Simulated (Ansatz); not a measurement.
A geometry of SnO away from equilibrium: step 16 of the relaxation of a generated cell, SnO built in the MnP structure type. Method: r2SCAN (plane waves to 500 eV, PAW, scalar-relativistic; Ansatz, a quantum-chemistry and plane-wave program). Γ-centred k-mesh 5×8×4 on the run's cell (coarser than for final values), Fermi–Dirac smearing 0.05 eV.

```xyz
8
Lattice="6.5587 0.0000 0.0000 0.0000 3.5676 0.0000 0.0000 0.0000 6.1216" Properties=species:S:1:pos:R:3:forces:R:3 pbc="T T T" free_energy=-26427.485 pressure_GPa=3.8
Sn     3.3249     0.8919     4.6996   -0.0034    0.0000    0.0065
Sn     0.0455     0.8919     4.4828   -0.0034    0.0000   -0.0065
Sn     3.2338     2.6757     1.4220    0.0034    0.0000   -0.0065
Sn     6.5132     2.6757     1.6388    0.0034    0.0000    0.0065
O      4.0945     0.8919     0.5788   -0.0020    0.0000    0.0043
O      0.8151     0.8919     2.4820   -0.0020    0.0000   -0.0043
O      2.4642     2.6757     5.5428    0.0020    0.0000   -0.0043
O      5.7436     2.6757     3.6396    0.0020    0.0000    0.0043
```

Positions in Å, forces in eV/Å, free energy of the cell in eV (comparable only within this code, potentials and settings). Largest force: 0.01 eV/Å, on Sn1, Sn2, Sn3, Sn4 (atoms numbered as listed); the geometry lies 0.07 eV/atom above the end of its relaxation.

No spin polarisation in the result. No dispersion correction is included, so spacings between layers, chains or molecules are soft and tend to come out too large.

The run could not lower the symmetry of its start; a shaken copy of this end point relaxes with r2SCAN to Pmc2₁ (No. 26), 0.138 eV/atom lower.

The end of the path is a generated cell of SnO: the first start was made by placing the elements on the sites of a structure type, and the end was not matched to a known phase here, so it may be hypothetical. Known forms of SnO include space group No. 129.
